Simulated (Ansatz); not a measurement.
ZrTa: computed property card

ZrTa:
Space group Fm-3m (No. 225); a = 5.5748 Å, b = 5.5748 Å, c = 5.5748 Å, α = 90.00°, β = 90.00°, γ = 90.00°

```json
[
 {"atom": "Ta", "site": "4a", "symmetry": "m-3m", "x": "0.0000", "y": "0.0000", "z": "0.0000"},
 {"atom": "Zr", "site": "4b", "symmetry": "m-3m", "x": "0.5000", "y": "0.5000", "z": "0.5000"}
]
```
(The calculation used a cell of 2 atoms; values per cell refer to that cell.)

Space group Fm-3m (No. 225), rock salt; conventional cell a = b = c = 5.5748 Å, α = β = γ = 90.00°.

Method: DFT-PBEsol in the program Ansatz with PAW potentials. Structure relaxed to zero pressure with the same functional. Other levels are named where they apply.

### Cell and energy

```yaml
volume_per_atom: 21.66 Å³
density: 10.43 g/cm³
Formation energy from the elements (no fitted shifts): 1.18 eV/atom
```

### Electronic structure

```yaml
electronic_character: metallic (no gap)
Density of states at the Fermi level: 2.0 states/eV per atom (mean over ±0.08 eV)
Gap with spin–orbit coupling: none (metallic)
```

### Mechanics

```yaml
Bulk modulus (Birch–Murnaghan fit): 105 GPa
Pressure derivative B′: 4.0
Elastic constants (relaxed ions, GPa): C11 = 195, C12 = 61.8, C44 = -84.5
mechanical_stability: unstable (C has a negative eigenvalue)
```

### Phonons

```yaml
highest_zone_centre_frequency: 206 cm^-1
zone_centre_stability: no imaginary mode at Γ
```

The start of the workflow was typed in or built on a structure type; neither database checked (COD, Materials Project) lists it. Its standing as an ambient phase is unchecked. The PBEsol relaxation kept the symmetry of its start. The run is not spin-polarised. Its formation energy is positive at this level, so the cell may be metastable or incomplete. As this level gives no gap, shear constants depend on the k-mesh and smearing (Fermi–Dirac, 0.1 eV here). As this level gives no gap, phonon frequencies hold no LO–TO term and depend on the k-mesh and smearing (Fermi–Dirac, 0.1 eV here). On the denser mesh and wider smearing of the elastic run this cell carries a stress of 0.4 GPa. The references are the lowest solids computed at this level, not always the standard phases. Scalar-relativistic: spin–orbit coupling is off unless named, which matters more the heavier the elements.

Potentials: the later of the program's two PAW sets.
